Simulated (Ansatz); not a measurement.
Crystals of one structure type (rock salt) and one family of elements, relaxed and computed with DFT-LDA in the program Ansatz with PAW potentials.

| crystal | gap (eV) | ε∞ |
|---|---|---|
| NaI | 3.62 | 3.63 |
| KI | 3.87 | 3.12 |
| RbCl | 4.85 | ? |
| NaCl | 5.07 | 2.67 |
| KF | 6.37 | 2.10 |
| NaF | 6.46 | 1.93 |
| LiF | 9.70 | 2.12 |

Task: Fit a straight line to ln ε∞ against ln E_g and predict the withheld value.

Result: Least squares on the 6 shown rows: ln ε∞ = -0.59 × ln E_g + (1.935), with a scatter of 11 %. For RbCl this gives 2.73. The run itself gave 2.52, within the scatter.

All cells were relaxed under the symmetry of their starts (and spin orders); stability against distortions was not tested throughout. Spin–orbit coupling is left out wherever it is not named.

Potentials: the later of the program's two PAW sets.
